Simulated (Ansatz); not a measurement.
B:
```yaml
crystal:
  lattice:
    - [1.46319, -2.65335, 0.00000]
    - [1.46319, 2.65335, 0.00000]
    - [0.00000, 0.00000, 3.24756]
  atoms:
    - { symbol: B, position: [0.84386, 0.15614, 0.08987] }
    - { symbol: B, position: [0.65614, 0.34386, 0.58987] }
    - { symbol: B, position: [0.34386, 0.65614, 0.41013] }
    - { symbol: B, position: [0.15614, 0.84386, 0.91013] }
```

Relaxed with PBEsol. Special points in fractions of this cell's reciprocal vectors: Γ (0.000, 0.000, 0.000); Y (-0.500, 0.500, 0.000); C0 (-0.326, 0.674, 0.000); Σ0 (0.326, 0.326, 0.000); Z (0.000, 0.000, 0.500); A0 (0.326, 0.326, 0.500); E0 (-0.326, 0.674, 0.500); T (-0.500, 0.500, 0.500); S (0.000, 0.500, 0.000); R (0.000, 0.500, 0.500).

List the band energies nearest the Fermi level at these points for the program Ansatz at the PBEsol level (PAW).

In eV from the Fermi level; about four levels below and three above (degenerate sets whole), none deeper than 8.9 eV; points with the same levels are listed once.

```json
[
 {"k": "Γ", "below": "-7.97 -5.90 -4.62 -3.54", "above": "0.54 0.91 2.53"},
 {"k": "Y", "below": "-5.39 -3.53 -1.75 -0.50", "above": "0.64 4.65 4.79"},
 {"k": "C0", "below": "-4.82 -4.51 -1.30", "above": "1.26 2.43 2.85"},
 {"k": "Z", "below": "-1.91 -1.91 -1.50 -1.50", "above": "0.90 0.90 6.45 6.45"},
 {"k": "A0", "below": "-7.60 -7.60", "above": "6.90 6.90 7.54 7.54"},
 {"k": "T", "below": "-3.88 -3.88", "above": "0.84 0.84 9.25 9.25"},
 {"k": "S", "below": "-5.68 -5.68 -4.61 -4.61", "above": "1.55 1.55 6.02 6.02"},
 {"k": "R", "below": "-4.34 -4.34", "above": "2.01 2.01 10.39 10.39"}
]
```

Space group Cmce. The start of the workflow was typed in or built on a structure type; neither database checked (COD, Materials Project) lists it. It is not the phase usual at ambient conditions (space group No. 166). The cell was relaxed with PBEsol under the symmetry of its start; of distortions, only those at the zone centre were tested.

Potentials: the later of the program's two PAW sets.
